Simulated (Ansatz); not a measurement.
One crystal and one scan (energy over volume and axial ratio) at two levels, PBE (plane waves to 420 eV, PAW, scalar-relativistic; Ansatz, a quantum-chemistry and plane-wave program) and PBEsol (plane waves to 420 eV, PAW, scalar-relativistic; Ansatz), each from its own relaxed cell and on its own mesh. The cell shown is that of PBE.

ZrC (rock salt)

```
ZrC
1.0
    0.00000     2.35437     2.35437
    2.35437     0.00000     2.35437
    2.35437     2.35437     0.00000
C Zr
1 1
Direct
  0.00000   0.00000   0.00000
  0.50000   0.50000   0.50000
```

Two coordinates are scanned: the volume, and the ratio of the stretch along z (the conventional c axis) to the stretch across it. Atoms keep their fractional coordinates.

Energies are smeared free energies. ZrC is run without spin polarisation. ZrC was relaxed with its symmetry unable to fall. With partly filled bands, the response to shear is sensitive to the k mesh, so small differences along c/a are uncertain. Percentages come from the unrounded values. Both scans cover V/V₀ from 0.920 to 1.080 and (c/a)/(c/a)₀ from 0.920 to 1.080.

Results of PBE:

* **Lattice constant a (Å)**: 4.709
* **Shear modulus C′ = (C11 − C12)/2 (fit, atoms clamped) (GPa)**: 177

Q: What does PBEsol give for the same quantities?

A: 
| quantity | PBEsol | PBE − PBEsol |
|---|---|---|
| Lattice constant a (Å) | 4.669 | +0.040 (+0.9 %) |
| Shear modulus C′ = (C11 − C12)/2 (fit, atoms clamped) (GPa) | 194 | -17 (-9 %) |

PBE gives the higher value for: lattice constant a. PBE gives the lower value for: shear modulus C′.

(A scan under strain: stresses follow from slopes of the energy per volume, elastic moduli from its curvatures.)
